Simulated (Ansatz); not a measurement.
Input, command and steps of an Ansatz relaxation.

```yaml
crystal:
  lattice:
    - [1.5136240179, 0.8738912342, 4.9555283065]
    - [-1.5136240179, 0.8738912342, 4.9555283065]
    - [0.0, -1.7477824684, 4.9555283065]
  atoms:
    - { symbol: Ti, position: [0.74923342, 0.74923342, 0.74923342] }
    - { symbol: Ti, position: [0.25076658, 0.25076658, 0.25076658] }
    - { symbol: C, position: [0.0, 0.0, 0.0] }
    - { symbol: "N", position: [0.5, 0.5, 0.5] }
basis:
  ecutwfc: 500
kpoints:
  mp_grid: { grid: [18, 18, 18] }
hamiltonian:
  xc: r2scan
scf:
  occupations: { method: gaussian, width: 0.1 }
output:
  forces: true
  stress: true
  eigenvalues: true
relax:
  adjacent_minimum: "off"
  f_tol: 0.005
  max_steps: 80
  cell: { stress_tol: 0.05 }
```

```bash
ansatz run input.yaml --threads 1 --pin off --max-ram 2560MiB --backend cpu --events-out ev --progress --plain --runs-dir out
```

Method: DFT r2SCAN, scalar-relativistic, plane waves, PAW in Ansatz 0.2.0.

Of 6 frames 5 are shown, positions in Å and forces in eV/Å; the SCF threshold varies from step to step. Steps run on the plane waves of an earlier cell, with a Pulay correction in the pressure. The basis is chosen afresh for the last frame, the zero of the energies, and at times for earlier ones too; energy and pressure step there, also at an unchanged geometry.

```xyz
4
Lattice="1.5136 0.8739 4.9555 -1.5136 0.8739 4.9555 0.0000 -1.7478 4.9555" Properties=species:S:1:pos:R:3:forces:R:3 pbc="T T T" step=1 free_energy_over_end_meV_per_atom=0.13 pressure_GPa=-1.08
Ti    0.0000    0.0000   11.1385    0.0000    0.0000   -0.0133
Ti    0.0000    0.0000    3.7280    0.0000    0.0000    0.0133
C     0.0000    0.0000    0.0000    0.0000    0.0000    0.0000
N     0.0000    0.0000    7.4333    0.0000    0.0000    0.0000
4
Lattice="1.5110 0.8724 4.9558 -1.5110 0.8724 4.9558 0.0000 -1.7447 4.9558" Properties=species:S:1:pos:R:3:forces:R:3 pbc="T T T" step=2 free_energy_over_end_meV_per_atom=-0.01 pressure_GPa=-0.12
Ti    0.0000    0.0000   11.1388    0.0000    0.0000   -0.0018
Ti    0.0000    0.0000    3.7286    0.0000    0.0000    0.0018
C     0.0000    0.0000    0.0000    0.0000    0.0000    0.0000
N     0.0000    0.0000    7.4337    0.0000    0.0000    0.0000
4
Lattice="1.5114 0.8726 4.9498 -1.5114 0.8726 4.9498 0.0000 -1.7452 4.9498" Properties=species:S:1:pos:R:3:forces:R:3 pbc="T T T" step=3 free_energy_over_end_meV_per_atom=-0.02 pressure_GPa=0.07
Ti    0.0000    0.0000   11.1253    0.0000    0.0000    0.0070
Ti    0.0000    0.0000    3.7242    0.0000    0.0000   -0.0070
C     0.0000    0.0000    0.0000    0.0000    0.0000    0.0000
N     0.0000    0.0000    7.4247    0.0000    0.0000    0.0000
4
Lattice="1.5114 0.8726 4.9504 -1.5114 0.8726 4.9504 0.0000 -1.7452 4.9504" Properties=species:S:1:pos:R:3:forces:R:3 pbc="T T T" step=4 free_energy_over_end_meV_per_atom=-0.02 pressure_GPa=0.04
Ti    0.0000    0.0000   11.1273    0.0000    0.0000   -0.0142
Ti    0.0000    0.0000    3.7240    0.0000    0.0000    0.0142
C     0.0000    0.0000    0.0000    0.0000    0.0000    0.0000
N     0.0000    0.0000    7.4256    0.0000    0.0000    0.0000
4
Lattice="1.5113 0.8725 4.9517 -1.5113 0.8725 4.9517 0.0000 -1.7451 4.9517" Properties=species:S:1:pos:R:3:forces:R:3 pbc="T T T" step=6 free_energy_over_end_meV_per_atom=0.00 pressure_GPa=0.00
Ti    0.0000    0.0000   11.1298    0.0000    0.0000    0.0001
Ti    0.0000    0.0000    3.7255    0.0000    0.0000   -0.0001
C     0.0000    0.0000    0.0000    0.0000    0.0000    0.0000
N     0.0000    0.0000    7.4276    0.0000    0.0000    0.0000
```

It took 5.3 min on 1 thread of Arm Neoverse V1, with other jobs on the host, peak memory 0.86 GiB.

Spin polarisation was left out, and a magnetic state may lie lower.